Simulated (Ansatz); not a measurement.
### Question
Name crystals whose computed values (r²SCAN (plane waves, PAW; program Ansatz)) fall in these windows: G_Hill (GPa) 1.1 to 1.5; Θ_D (K) 88 to 110; B₀ by P(V) fit (GPa) 3.0 to 4.0.

### Answer


| crystal | G_Hill (GPa) | Θ_D (K) | B₀ by P(V) fit (GPa) |
|---|---|---|---|
| K, bcc (W type) | 1.2 | 95.1 | 3.4 |
Others may fit too.

The cell was relaxed under the symmetry of its start.

Potentials: the later of the program's two PAW sets.
